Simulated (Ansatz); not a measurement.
Ansatz input file:

```yaml
crystal:
  lattice:
    - [7.482802, -0.166404, -0.008168]
    - [-0.150629, 7.747846, 0.749673]
    - [-0.014046, 0.789859, 7.725913]
  atoms:
    - { symbol: Si, position: [0.6400814406, 0.2419710967, 0.1170362301] }
    - { symbol: Si, position: [0.4574585695, 0.3921397307, 0.2888562713] }
    - { symbol: Si, position: [0.2071816625, 0.9629503465, 0.1813013316] }
    - { symbol: Si, position: [0.894202446, 0.3826288347, 0.5159866594] }
    - { symbol: Si, position: [0.4688307191, 0.8312603507, 0.7536157017] }
    - { symbol: Si, position: [0.7511467828, 0.0737982861, 0.779738932] }
    - { symbol: Si, position: [0.8823337762, 0.8691590319, 0.0280094137] }
    - { symbol: Si, position: [0.1745101299, 0.4277080269, 0.1495042878] }
    - { symbol: Si, position: [0.7768537913, 0.1185520638, 0.423184047] }
    - { symbol: Si, position: [0.7868609903, 0.795325586, 0.4693774056] }
    - { symbol: Si, position: [0.7607830793, 0.7077825041, 0.8021160069] }
    - { symbol: Si, position: [0.0719631299, 0.7645604248, 0.6391846597] }
    - { symbol: Au, position: [0.3503917205, 0.8120594277, 0.4480415988] }
    - { symbol: Au, position: [0.7990046321, 0.3846153978, 0.828844196] }
    - { symbol: Au, position: [0.1829991779, 0.4490284701, 0.6631463409] }
    - { symbol: Au, position: [0.0224986795, 0.6336188586, 0.3014568401] }
    - { symbol: Au, position: [0.9775129696, 0.1752372448, 0.1243175971] }
    - { symbol: Au, position: [0.443381586, 0.5079090038, 0.9316022641] }
    - { symbol: Au, position: [0.5586015661, 0.5066589877, 0.5538581868] }
    - { symbol: Au, position: [0.4677845882, 0.0251567804, 0.9889774805] }
    - { symbol: Au, position: [0.6376897859, 0.6957281139, 0.208045799] }
    - { symbol: Au, position: [0.1852093942, 0.7633716099, 0.9525891149] }
    - { symbol: Au, position: [0.0836801046, 0.0979720704, 0.6144731953] }
    - { symbol: Au, position: [0.4577485227, 0.1423725588, 0.5609351157] }
basis:
  ecutwfc: 420
kpoints:
  mp_grid: { grid: [4, 4, 5] }
hamiltonian:
  xc: pbe
scf:
  occupations: { method: gaussian, width: 0.1 }
  n_extra_bands: 12
output:
  forces: true
  stress: true
  eigenvalues: true
  populations: true
  dos:
    method: { smearing: { sigma: 0.1, scheme: gaussian } }
    projected: true
    de: 0.02
```

Command:
```bash
ansatz run input.yaml --threads 2 --pin off --max-ram 5120MiB --backend cpu --events-out ev --progress --plain --runs-dir out
```

These are results of DFT PBE, scalar-relativistic, plane waves, PAW in Ansatz, not measurements.

From the run's log, abridged (iterations and final results):

```
SCF iter   1: F=—  HF=-165418.472233 eV  |F-HF|=—  |Δ(HF+E_count)|=         —  Δρ=3.37e-3  dr2=5.55e-2  ethr=1.77e-3  ⟨swp⟩=5.0  Hψ=24122  notcnv=0
SCF iter   2: F=—  HF=-165418.472614 eV  |F-HF|=—  |Δ(HF+E_count)|=   3.81e-4  Δρ=1.94e-3  dr2=1.95e-2  ethr=2.01e-5  ⟨swp⟩=2.0  Hψ=11505  notcnv=0
SCF iter   3: F=—  HF=-165418.471771 eV  |F-HF|=—  |Δ(HF+E_count)|=   8.43e-4  Δρ=4.41e-4  dr2=1.66e-3  ethr=7.08e-6  ⟨swp⟩=2.5  Hψ=10511  notcnv=0
SCF iter   4: F=—  HF=-165418.471567 eV  |F-HF|=—  |Δ(HF+E_count)|=   2.04e-4  Δρ=1.53e-4  dr2=2.16e-4  ethr=6.01e-7  ⟨swp⟩=2.1  Hψ=9491  notcnv=0
SCF iter   5: F=—  HF=-165418.471548 eV  |F-HF|=—  |Δ(HF+E_count)|=   1.84e-5  Δρ=4.68e-5  dr2=2.99e-5  ethr=7.81e-8  ⟨swp⟩=2.4  Hψ=9802  notcnv=0
SCF iter   6: F=—  HF=-165418.471677 eV  |F-HF|=—  |Δ(HF+E_count)|=   1.29e-4  Δρ=1.73e-5  dr2=3.13e-6  ethr=1.08e-8  ⟨swp⟩=2.7  Hψ=10244  notcnv=0
SCF iter   7: F=—  HF=-165418.471677 eV  |F-HF|=—  |Δ(HF+E_count)|=   3.12e-7  Δρ=8.45e-6  dr2=6.23e-7  ethr=1.13e-9  ⟨swp⟩=2.0  Hψ=10815  notcnv=0
SCF iter   8: F=-165418.471677 eV  HF=-165418.471677 eV  |F-HF|=1.26e-8  |Δ(HF+E_count)|=   4.92e-9  Δρ=3.38e-6  dr2=8.91e-8  ethr=3.62e-11  ⟨swp⟩=7.4  Hψ=33852  notcnv=0
SCF 1 converged in 8 iterations: F = -165418.471677 eV  dr2 = 8.91e-8
SCF converged after 8 iterations
Free energy (F): -165418.471677 eV
Harris-Foulkes:  -165418.471677 eV  (|F-HF|=1.26e-8)
Internal energy: -165418.430038 eV  (E = F + TS)
E sigma→0 (E₀):  -165418.450858 eV
Entropy (-TS):   -0.041640 eV (-1.735 meV/atom)
Fermi energy:    13.148955 eV
--- Per-component energies (eV) ---
  E_band       = -3938.864256
  E_kinetic    = 7730.142364
  E_local      = -33272.279898  (includes V_loc(G=0)·N_el)
  E_nonlocal   = 1170.158974
  E_hartree    = 14326.892042
  E_xc         = -3403.367131
  E_vxc        = -3870.326544  (∫ρ·V_xc dr)
  E_paw        = -122617.372035  (= ΣΔE_a)
  E_vpaw       = -4350.369579  (= ΣTr[D̂ρ^β])
  E_aug_tail   = 0.017086  (compensation charges beyond the density's cutoff)
  E_ewald      = -29352.621440
  E_smearing   = -0.041640  (= −TS)
--- Forces (eV/Å), atoms counted from 1 ---
  atom   1  Si    -0.14333711    -0.04450266    -0.00723147
  atom   2  Si    -0.07735383    -0.07113637    -0.04614455
  atom   3  Si    -0.04835950    -0.02458977    -0.03745582
  atom   4  Si     0.11388043    -0.02925313    -0.02602373
  atom   5  Si     0.02174518     0.11384567    -0.01260970
  atom   6  Si     0.04249434    -0.13060850     0.07358871
  atom   7  Si    -0.10155920     0.13364439     0.09576553
  atom   8  Si     0.11901054     0.04102660     0.02866002
  atom   9  Si    -0.04209395    -0.22553235     0.07514899
  atom  10  Si    -0.06539593     0.18026106    -0.01543518
  atom  11  Si    -0.13844265    -0.00587636    -0.12372163
  atom  12  Si     0.03836750    -0.07124900    -0.15264099
  atom  13  Au    -0.05272254     0.03448423     0.11960710
  atom  14  Au    -0.05118252     0.02317233     0.15476208
  atom  15  Au    -0.01117612    -0.02128184     0.08770274
  atom  16  Au     0.10994470     0.08615972     0.07631141
  atom  17  Au     0.04355282    -0.04721969    -0.04175072
  atom  18  Au     0.00812116     0.00553007    -0.04811425
  atom  19  Au     0.04637788     0.04291113     0.01165815
  atom  20  Au     0.03874000     0.04858564    -0.09255625
  atom  21  Au    -0.03260775    -0.01146209    -0.06257759
  atom  22  Au     0.04290672     0.03364356    -0.00749597
  atom  23  Au     0.01737087    -0.05995940     0.00542295
  atom  24  Au     0.12165331    -0.00052552    -0.05481747
--- Stress (GPa, compression-positive) ---
       -0.386172      -0.033236      -0.038764
       -0.033236      -0.053028      -0.385891
       -0.038764      -0.385891       0.725139
  P = ⅓ Tr σ = 0.0953 GPa (0.953 kbar)
--- Band table (eV; the first three rows and the last of 42) ---
  k-point 0: bands = ["-93.2838", "-93.2508", "-93.2087", "-93.2021", "-93.0181", "-92.9667", "-92.8835", "-92.8590", "-92.8442", "-92.7462", "-92.4876", "-92.4069", "-44.8482", "-44.7816", "-44.7297", "-44.7257", "-44.7122", "-44.7001", "-44.6938", "-44.6695", "-44.6219", "-44.5684", "-44.5444", "-44.5337", "-44.5045", "-44.4692", "-44.4468", "-44.4078", "-44.3915", "-44.3836", "-44.3740", "-44.3163", "-44.3112", "-44.2890", "-44.2862", "-44.2781", "-44.2519", "-44.2180", "-44.1946", "-44.1852", "-44.1352", "-44.0392", "-44.0112", "-43.9617", "-43.9353", "-43.8973", "-43.7768", "-43.6856", "1.0603", "2.7444", "3.0526", "3.3123", "3.4329", "3.9587", "4.1909", "4.4969", "4.7240", "4.9908", "5 ...
  k-point 1: bands = ["-93.2838", "-93.2508", "-93.2087", "-93.2021", "-93.0181", "-92.9667", "-92.8835", "-92.8590", "-92.8442", "-92.7462", "-92.4876", "-92.4069", "-44.8482", "-44.7816", "-44.7297", "-44.7257", "-44.7122", "-44.7001", "-44.6938", "-44.6695", "-44.6219", "-44.5684", "-44.5444", "-44.5337", "-44.5045", "-44.4692", "-44.4468", "-44.4078", "-44.3915", "-44.3835", "-44.3741", "-44.3163", "-44.3111", "-44.2890", "-44.2862", "-44.2784", "-44.2519", "-44.2171", "-44.1946", "-44.1857", "-44.1352", "-44.0392", "-44.0112", "-43.9617", "-43.9353", "-43.8973", "-43.7768", "-43.6856", "1.1394", "2.4917", "3.0415", "3.3139", "3.5896", "3.9709", "4.1036", "4.5408", "4.7212", "5.0326", "5 ...
  k-point 2: bands = ["-93.2838", "-93.2508", "-93.2087", "-93.2021", "-93.0181", "-92.9667", "-92.8835", "-92.8590", "-92.8442", "-92.7462", "-92.4876", "-92.4069", "-44.8482", "-44.7816", "-44.7297", "-44.7257", "-44.7122", "-44.7001", "-44.6938", "-44.6695", "-44.6219", "-44.5684", "-44.5444", "-44.5337", "-44.5045", "-44.4692", "-44.4468", "-44.4078", "-44.3915", "-44.3834", "-44.3742", "-44.3163", "-44.3110", "-44.2889", "-44.2862", "-44.2790", "-44.2518", "-44.2158", "-44.1946", "-44.1866", "-44.1352", "-44.0392", "-44.0112", "-43.9617", "-43.9353", "-43.8973", "-43.7768", "-43.6856", "1.3268", "2.0917", "3.0944", "3.3266", "3.7064", "3.9397", "4.1163", "4.4365", "4.6724", "5.0541", "5 ...
  k-point 41: bands = ["-93.2838", "-93.2508", "-93.2087", "-93.2021", "-93.0181", "-92.9667", "-92.8835", "-92.8590", "-92.8442", "-92.7462", "-92.4876", "-92.4069", "-44.8482", "-44.7816", "-44.7297", "-44.7257", "-44.7122", "-44.7001", "-44.6938", "-44.6694", "-44.6219", "-44.5684", "-44.5443", "-44.5336", "-44.5045", "-44.4692", "-44.4469", "-44.4081", "-44.3913", "-44.3837", "-44.3743", "-44.3166", "-44.3110", "-44.2918", "-44.2831", "-44.2791", "-44.2505", "-44.2158", "-44.1947", "-44.1865", "-44.1360", "-44.0392", "-44.0112", "-43.9617", "-43.9353", "-43.8974", "-43.7768", "-43.6856", "1.7634", "2.4794", "2.6292", "2.9049", "3.0488", "3.6087", "4.0006", "4.5655", "4.8561", "5.4133", " ...
--- Löwdin populations: 24 sites ---
  site symbol q [e]
     0     Si      4.3300
     1     Si      4.2775
     2     Si      4.4279
     3     Si      4.3318
     4     Si      4.3545
     5     Si      4.1890
     6     Si      4.2885
     7     Si      4.3608
     8     Si      4.1159
     9     Si      4.1608
    10     Si      4.1594
    11     Si      4.2862
    12     Au     18.5379
    13     Au     18.4544
    14     Au     18.6826
    15     Au     18.4253
    16     Au     18.3988
    17     Au     18.5468
    18     Au     18.5768
    19     Au     18.4831
    20     Au     18.5858
    21     Au     18.4214
    22     Au     18.6547
    23     Au     18.5632
  spilling = 0.008648 (of n_electrons = 276.000000)
```

The calculation finished and met its thresholds.

Time: 3.8 min on 2 threads of Arm Neoverse V2 (shared host), peak memory 2.2 GiB.

Spin–orbit coupling is left out, which can shift energies with elements as heavy as these.